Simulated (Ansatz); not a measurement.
Starting cell, TaN (rock salt):

```xyz
4
Lattice="0.0000 4.4161 4.4161 2.2081 0.0000 2.2081 2.2081 2.2081 0.0000" Properties=species:S:1:pos:R:3 pbc="T T T"
N      0.0000     0.0000     0.0000
N      2.2081     4.4161     2.2081
Ta     2.2081     2.2081     2.2081
Ta     2.2081     4.4161     4.4161
```

The atoms are displaced by Q × the pattern below (from a DFPT mode at L = (0.5, 0.0, 0.0), largest move 1; Q in Å), at fixed cell. (q is in reciprocal vectors of the primitive cell; the cell shown is doubled to hold the pattern.)

```
atom       x       y       z
----  ------  ------  ------
N1     0.577  -0.577  -0.577
N2    -0.577   0.577   0.577
```

Atoms not listed stay in place.

Calculation: PBE (plane waves to 420 eV, PAW, scalar-relativistic; Ansatz, an electronic-structure program). k mesh 9×18×18 (Γ-centred), Fermi-Dirac smearing 0.05 eV. Energies are smeared free energies. With partly filled bands, energies and forces of such displacements shift with the k mesh and the smearing. Spin-orbit coupling is left out, though Ta is heavy. TaN is run without spin polarisation. TaN was relaxed with its symmetry unable to fall. The PAW data are Ansatz's earlier set. This is a high-temperature form of TaN. The zero of ΔE is the undisplaced structure. The last digit holds for this mesh only.

| Q (Å) | ΔE (meV/cell) |
|---|---|
| -0.1000 | 125.4 |
| -0.0833 | withheld |
| -0.0667 | 55.4 |
| -0.0500 | 31.1 |
| -0.0333 | 13.8 |
| -0.0167 | 3.5 |
| 0.0000 | 0.0 |
| 0.0167 | 3.5 |
| 0.0333 | 13.8 |
| 0.0500 | 31.1 |
| 0.0667 | 55.4 |
| 0.0833 | withheld |
| 0.1000 | 125.4 |

Problem. Fit an even polynomial form (powers 2, 4) to the given rows and predict ΔE at Q = -0.0833.

Solution. Least squares on the 11 given rows: ΔE = (12400)·Q² + (14300)·Q⁴, in meV/cell with Q in Å; root-mean-square residual 0.03 meV/cell. At -0.0833 the fit gives 86.7 meV/cell; the calculation gives 86.7 meV/cell, the same to the digits shown. The quadratic term alone would give 86.0 meV/cell.

(For displaced atoms, the force is minus the slope of the energy, and its curvature is a force constant, which sets phonon frequencies.)
